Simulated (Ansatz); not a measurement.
**NaZnCl3 at -1.8 GPa (stress–strain coefficients): relaxed-ion elastic tensor**

Theory: Ansatz, DFT LDA, scalar-relativistic, plane waves, PAW. Settings: 420 eV plane-wave cutoff, Γ-centred 6×6×6 mesh, fixed occupations. No spin polarisation.

The cell is fixed (symmetry leaves no force on the atoms) and stands under -1.8 GPa:
```xyz
5
Lattice="4.8186 0.0000 0.0000 0.0000 4.8186 0.0000 0.0000 0.0000 4.8186" Properties=species:S:1:pos:R:3 pbc="T T T"
Na    0.0000    0.0000    0.0000
Zn    2.4093    2.4093    2.4093
Cl    2.4093    2.4093    0.0000
Cl    2.4093    0.0000    2.4093
Cl    0.0000    2.4093    2.4093
```

The cell is the ideal cubic perovskite prototype; whether it is the stable structure of this composition wasn't checked.

Problem. Give the relaxed-ion elastic constants (GPa, Voigt order xx yy zz yz xz xy, on the axes of the cell above).

Solution.
C11 = 64.3, C12 = 27.5, C13 = 27.5, C22 = 64.3, C23 = 27.5, C33 = 64.3, C44 = 17.0, C55 = 17.0, C66 = 17.0 GPa; the others vanish.

Problem. Is the crystal stable against homogeneous strain?

Solution. Yes: the least eigenvalue of the tensor is 17.0 GPa.

Problem. And the moduli of a polycrystal (Hill averages)?

Solution. B = 40 GPa, G = 18 GPa, E = 46 GPa, ν = 0.31.

Symmetry holds off the tilts and polar distortions that many cubic perovskites undergo.